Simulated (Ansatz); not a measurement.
ZrCl₄ in space group P2/c (No. 13; Zr on 2e, Cl on 4g, Cl on 4g), r²SCAN+D4 (plane waves, PAW; program Ansatz). The conduction-band minimum lies at C2, with 1 equivalent valley. Second derivatives d²E/dk² of the lowest band at one valley (eV·Å²), along Cartesian directions:

```csv
direction,d²E/dk²
[100],0.4413
[010],2.508
[001],1.488
[110],1.475
[101],0.4996
[011],1.997
```

### Question
Find the principal effective masses, the density-of-states mass and the conductivity mass.

### Answer
Off-diagonal terms follow from H_xy = H[110] − (H_xx + H_yy)/2, and m*/mₑ = 7.620 eV·Å² over each eigenvalue: 3.0, 4.6, 29. One valley's DOS mass (m₁m₂m₃)^(1/3) = 7.4, conductivity mass 3/(Σ 1/mᵢ) = 5.2 mₑ.

### Question
What effective density of states Nc follows at 300 K for parabolic valleys?

### Answer
Nc = 2.509e19 × 1 × (7.4)^(3/2) ≈ 5.1e20 cm⁻³.

The workflow started from a Materials Project entry (that database holds measured and hypothetical structures alike); the Crystallography Open Database files this formula in space group No. 13, but the cells were not matched. Whether it is the stable phase at ambient conditions was not checked. The cell was relaxed with r²SCAN+D4 under the symmetry of its start; whether a distortion lowers the energy is not shown. No spin polarisation was allowed. Scalar-relativistic: spin–orbit coupling is off unless named, which matters more the heavier the elements.

Potentials: the earlier of the program's two PAW sets. The files were generated under PBE; for other functionals the program regenerates the frozen cores, and for LDA and PBEsol the local potential too.

Edges and masses are those of Kohn–Sham bands, whose gap is no quasiparticle gap.
